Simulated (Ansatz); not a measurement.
Relaxing Ti3C2

The calculation used DFT r2SCAN, scalar-relativistic, plane waves, PAW in Ansatz 0.2.0. Settings: 500 eV cutoff, 12×12×4 k-mesh, Gaussian smearing of 0.10 eV, no spin polarisation.

What was changed: relaxed at -2 GPa.

Command:

```bash
ansatz run input.yaml --threads 2 --pin off --max-ram 5120MiB --backend cpu --events-out ev --progress --plain --runs-dir out
```

Input:

```yaml
crystal:
  lattice:
    - [3.0837431732, 0.0, 0.0]
    - [-1.5418715866, 2.6705999267, 0.0]
    - [0.0, 0.0, 15.2157009276]
  atoms:
    - { symbol: Ti, position: [0.3333333333, 0.6666666667, 0.8441961089] }
    - { symbol: Ti, position: [0.6666666667, 0.3333333333, 0.3441961089] }
    - { symbol: Ti, position: [0.6666666667, 0.3333333333, 0.1558038911] }
    - { symbol: Ti, position: [0.3333333333, 0.6666666667, 0.6558038911] }
    - { symbol: Ti, position: [0.0, 0.0, 0.0] }
    - { symbol: Ti, position: [0.0, 0.0, 0.5] }
    - { symbol: C, position: [0.6666666667, 0.3333333333, 0.9141626305] }
    - { symbol: C, position: [0.3333333333, 0.6666666667, 0.4141626305] }
    - { symbol: C, position: [0.6666666667, 0.3333333333, 0.5858373695] }
    - { symbol: C, position: [0.3333333333, 0.6666666667, 0.0858373695] }
basis:
  ecutwfc: 500
kpoints:
  mp_grid: { grid: [12, 12, 4] }
hamiltonian:
  xc: r2scan
scf:
  occupations: { method: gaussian, width: 0.1 }
output:
  forces: true
  stress: true
  eigenvalues: true
relax:
  adjacent_minimum: "off"
  f_tol: 0.008
  max_steps: 50
  cell: { stress_tol: 0.08, p_target: -2.0 }
```

F is the free energy. Steps run on the plane waves of an earlier cell, but the last one, and at times one on the way, on a freshly chosen basis, so a repeated geometry can differ a little in energy. The relaxation lowers the enthalpy F + PV at the target pressure, so F itself can rise.

Steps:

| step | F − F(1) (eV) | largest force component (eV/Å) | V (Å³/atom) | P (GPa) |
| --- | --- | --- | --- | --- |
| 1 | 0.0000 | 0.255 | 12.531 | -3.82 |
| 2 | -0.0053 | 0.080 | 12.534 | -2.24 |
| 3 | -0.0175 | 0.012 | 12.471 | -2.07 |
| 4 | -0.0184 | 0.004 | 12.465 | -2.01 |
| 5 | -0.0180 | 0.004 | 12.465 | -2.01 |

Relaxed structure:

```
CELL_PARAMETERS angstrom
3.07642 0.00000 0.00000
-1.53821 2.66426 0.00000
0.00000 0.00000 15.20824
ATOMIC_POSITIONS crystal
Ti 0.33333 0.66667 0.84500
Ti 0.66667 0.33333 0.34500
Ti 0.66667 0.33333 0.15500
Ti 0.33333 0.66667 0.65500
Ti 0.00000 0.00000 0.00000
Ti 0.00000 0.00000 0.50000
C 0.66667 0.33333 0.91442
C 0.33333 0.66667 0.41442
C 0.66667 0.33333 0.58558
C 0.33333 0.66667 0.08558
```

It takes space group P6_3/mmc (No. 194, hexagonal). The conventional cell has a = 3.076 Å, b = 3.076 Å, c = 15.208 Å, α = 90.00°, β = 90.00°, γ = 120.00°. Ti (site symmetry 3m) has 3 C at 2.07 Å as nearest neighbours. Ti (site symmetry -3m) is surrounded by 6 C at 2.20 Å. Around C (site symmetry 3m) lie 6 Ti at 2.07 to 2.20 Å.

The run converged. Time: 3.7 min on 2 threads of AMD EPYC (Zen 3), on a shared host, peak memory 0.95 GiB.